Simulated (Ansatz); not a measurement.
# Structure types of Ge compared at 460 GPa

Structure types of Ge are relaxed in primitive cells with their symmetry kept at 460 GPa, first on PAW files, then by LAPW. The enthalpy is E + pV at zero temperature, without zero-point motion. Only the types listed were tried, and differences under about 5 meV/atom are mesh noise. The real phase may be another.

Computed with Ansatz 0.2.0; functional LDA, scalar-relativistic. Settings: Fermi–Dirac smearing of 0.1 eV, no spin polarisation. Methods: LAPW: all electrons, basis error target 0.5 meV/atom; PAW: frozen-core files, cutoff 420 eV.

k meshes: bcc 21×21×21, hcp 19×19×11, beta tin 20×20×20, diamond 15×15×15, simple hexagonal 20×20×19.

The PAW files were made under PBE.

| start type | ends as | a, b, c (Å) | V (Å³/atom) | H − H(lowest), LAPW (meV/atom) |
| --- | --- | --- | --- | --- |
| bcc | bcc, Im-3m | 2.481, 2.481, 2.481 | 7.63 | ? |
| hcp | hcp, P6_3/mmc | 2.204, 2.204, 3.616 | 7.60 | 0.0 |
| beta tin | beta tin, I4_1/amd | 3.867, 3.867, 2.096 | 7.83 | ? |
| diamond | diamond, Fd-3m | 4.172, 4.172, 4.172 | 9.08 | 5818.2 |
| simple hexagonal | simple hexagonal, P6/mmm | 2.125, 2.125, 1.992 | 7.79 | 458.9 |

Problem. What belongs in the row "bcc", column "H − H(lowest), LAPW (meV/atom)"?

Solution. 84.7.

Problem. What belongs in the row "beta tin", column "H − H(lowest), LAPW (meV/atom)"?

Solution. 596.0.

Problem. Split the lead of hcp over bcc into energy and pV.

Solution. For bcc less hcp: ΔE = -8.8 meV/atom, and p·ΔV = 460 GPa × +0.0326 Å³ × 6.242 meV/(GPa·Å³) = +93.6 meV/atom, together 84.8 meV/atom. hcp wins by its smaller volume, against the internal energy.
